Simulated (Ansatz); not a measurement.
Fe: converged, but where?

We look at Fe: a measured crystal structure (space group Im-3m, primitive cell doubled), with 2 atoms per cell. Source: COD entry 9008537, which need not be the ambient phase.

All numbers below come from DFT, r2SCAN, PAW, plane waves, scalar-relativistic (Ansatz).

```yaml
crystal:
  lattice:
    - [-2.91, 2.91, 2.91]
    - [1.455, -1.455, 1.455]
    - [1.455, 1.455, -1.455]
  atoms:
    - { symbol: Fe, position: [0.0, 0.0, 0.0] }
    - { symbol: Fe, position: [0.5, 0.0, 0.0] }
hamiltonian:
  xc: r2scan
  pseudopotentials: { kind: paw }
basis:
  ecutwfc: 500
kpoints:
  mp_grid: { grid: [7, 14, 14] }
scf:
  occupations: { method: fermi_dirac, width: 0.1 }
  lower_state_search: "off"
output:
  forces: true
  stress: true
  write_density: true
  write_potential: true
  elf: true
  volumetric_format: npy
magnetization:
  spin_polarized: true
```

Command:
```sh
ansatz run input.yaml --threads 2 --pin off --max-ram 5120MiB --backend cpu --events-out ev --progress --plain --runs-dir out
```

Time: 33 s on 2 threads of Arm Neoverse V1 (shared host), peak memory 0.58 GiB.

The end of the output:

```
SCF converged after 11 iterations
Magnetization: 5.4483 μB (18.7241 up, 13.2759 down)
Absolute magnetization: 6.1224 μB (∫|ρ↑−ρ↓|, with the PAW one-centre terms)
Spin contamination: 0.2604 ħ² per cell (⟨S²⟩ above its minimum at these occupations)
Per-site moments (μB) at R_I (Å): [(2.8842, 1.0395), (2.8842, 1.0395)]
Free energy (F): -8971.782370 eV
Harris-Foulkes:  -8971.782370 eV  (|F-HF|=1.92e-9)
Internal energy: -8971.730254 eV  (E = F + TS)
E sigma→0 (E₀):  -8971.756312 eV
Entropy (-TS):   -0.052115 eV (-26.058 meV/atom)
Fermi energy:    16.855393 eV
--- Forces (eV/Å), atoms counted from 1 ---
  atom   1  Fe     0.00000000    -0.00000000     0.00000000
  atom   2  Fe    -0.00000000    -0.00000000    -0.00000000
--- Stress (GPa, compression-positive) ---
       -6.433926      -0.000000      -0.000000
       -0.000000      -6.433926       0.000052
       -0.000000       0.000052      -6.433926
  P = ⅓ Tr σ = -6.4339 GPa (-64.339 kbar)
```

r2SCAN tends to overstate moments and magnetic energies in itinerant metals.

No moments are typed, so the program seeds parallel moments of its own.

Site moments are taken inside atomic spheres and don't add up to the total.

Q: Has the SCF ended in the lowest solution? If not, by how much is it too high?

A: No lower state turned up: it is the lowest of 3 states reached by 12 converged runs, and the next lies 362 meV/atom higher (antiferromagnetic, site moments Fe1 2.69, Fe2 -2.69 μB, total 0.00 μB per cell, no gap on the k-mesh). That doesn't prove a ground state. This multiple of the primitive cell fits some opposed orders; other multiples fit others. Only collinear orders within this cell were tried; the true ground state may need a larger cell.
